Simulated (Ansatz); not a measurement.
BP (rock salt, Fm-3m) at seven volumes, plane-wave PAW r²SCAN (Ansatz code), scaled uniformly. One row is withheld.

```
V (Å³/atom)  P (GPa)
-----------  -------
9.160          18.72
9.462          11.61
9.763           5.38
10.065          0.00
10.367         -4.44
10.669             ?
10.971        -11.68
```

Task: Fit the shown pressures and predict the withheld one.

Result: P = (3/2)B₀(x^(7/2) − x^(5/2))[1 + (3/4)(B′ − 4)(x − 1)] with x = (V₀/V)^(2/3). Least squares on the six rows gives V₀ = 10.070 Å³/atom, B₀ = 163 GPa, B′ = 4.14. At V = 10.669, x = 0.9622 and P = -8.36 GPa. The run itself gave -8.26 GPa.

The start of the workflow was typed in or built on a structure type; neither database checked (COD, Materials Project) lists it. It is not the phase usual at ambient conditions (space group No. 216). Symmetry was held in the r²SCAN relaxation; its stability against distortions is not shown here. Its formation energy is positive at this level, so the cell may be metastable or incomplete.

Potentials: the earlier of the program's two PAW sets.
